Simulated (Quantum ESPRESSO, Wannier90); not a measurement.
Tight-binding from DFT: Si (diamond)

Structure: Materials Project mp-149, symmetrised, not relaxed again. This is the element's usual structure. Level: PBEsol, no spin polarisation, no spin-orbit coupling; pw.x of Quantum ESPRESSO at 29 Ry with PseudoDojo potentials, 10×10×10 k-points, Wannier90. Density: 10×10×10 mesh, cold smearing 0.01 Ry.

Input w.win:

```
num_bands = 15
num_wann = 8
num_iter = 0
conv_tol = 1.0e-6
conv_window = 4
dis_num_iter = 1000
dis_conv_tol = 1.0e-6
dis_froz_max = 8.08
write_hr = true
write_u_matrices = true
begin projections
Si: s;p
end projections
begin unit_cell_cart
ang
    0.0000000000    2.7218500000    2.7218500000
    2.7218500000    0.0000000000    2.7218500000
    2.7218500000    2.7218500000    0.0000000000
end unit_cell_cart
begin atoms_frac
Si  -0.2500000000 -0.2500000000 -0.2500000000
Si   0.5000000000  0.5000000000  0.5000000000
end atoms_frac
mp_grid = 10 10 10
begin kpoints
0.0000000000 0.0000000000 0.0000000000
0.0000000000 0.0000000000 0.1000000000
0.0000000000 0.0000000000 0.2000000000
... (997 more lines: the 10x10x10 mesh through Gamma)
end kpoints
```

On the energy scale of pw.x, whose zero is arbitrary, the valence-band maximum lies at 6.11 eV. Lines of w_hr.dat (R1 R2 R3 m n Re Im, eV) for R = 0 and one of the shortest lattice vectors, rounded to 0.01 eV, lines under 0.02 eV left out; orbitals in order: Si1 s, Si1 pz, Si1 px, Si1 py, Si2 s, Si2 pz, Si2 px, Si2 py.

```
    0    0    0    1    1     1.92     0.00
    0    0    0    5    1    -0.03     0.00
    0    0    0    2    2     7.48     0.00
    0    0    0    3    3     7.48     0.00
    0    0    0    4    4     7.48     0.00
    0    0    0    1    5    -0.03     0.00
    0    0    0    5    5     1.92     0.00
    0    0    0    6    6     7.48     0.00
    0    0    0    7    7     7.48     0.00
    0    0    0    8    8     7.48     0.00
   -1    0    0    3    1     0.09     0.00
   -1    0    0    2    2     0.23     0.00
   -1    0    0    3    2    -0.17     0.00
   -1    0    0    4    2     0.04     0.00
   -1    0    0    1    3     0.09     0.00
   -1    0    0    2    3     0.17     0.00
   -1    0    0    3    3    -0.45     0.00
   -1    0    0    4    3     0.17     0.00
   -1    0    0    2    4     0.04     0.00
   -1    0    0    3    4    -0.17     0.00
   -1    0    0    4    4     0.23     0.00
   -1    0    0    1    5    -0.03     0.00
   -1    0    0    2    5     0.07     0.00
   -1    0    0    3    5    -0.04     0.00
   -1    0    0    4    5     0.07     0.00
   -1    0    0    7    5    -0.09     0.00
   -1    0    0    1    6    -0.07     0.00
   -1    0    0    2    6     0.07     0.00
   -1    0    0    3    6    -0.03     0.00
   -1    0    0    4    6     0.03     0.00
   -1    0    0    6    6     0.23     0.00
   -1    0    0    7    6     0.17     0.00
   -1    0    0    8    6     0.04     0.00
   -1    0    0    1    7     0.04     0.00
   -1    0    0    2    7    -0.03     0.00
   -1    0    0    4    7    -0.03     0.00
   -1    0    0    5    7    -0.09     0.00
   -1    0    0    6    7    -0.17     0.00
   -1    0    0    7    7    -0.45     0.00
   -1    0    0    8    7    -0.17     0.00
   -1    0    0    1    8    -0.07     0.00
   -1    0    0    2    8     0.03     0.00
   -1    0    0    3    8    -0.03     0.00
   -1    0    0    4    8     0.07     0.00
   -1    0    0    6    8     0.04     0.00
   -1    0    0    7    8     0.17     0.00
   -1    0    0    8    8     0.23     0.00
```
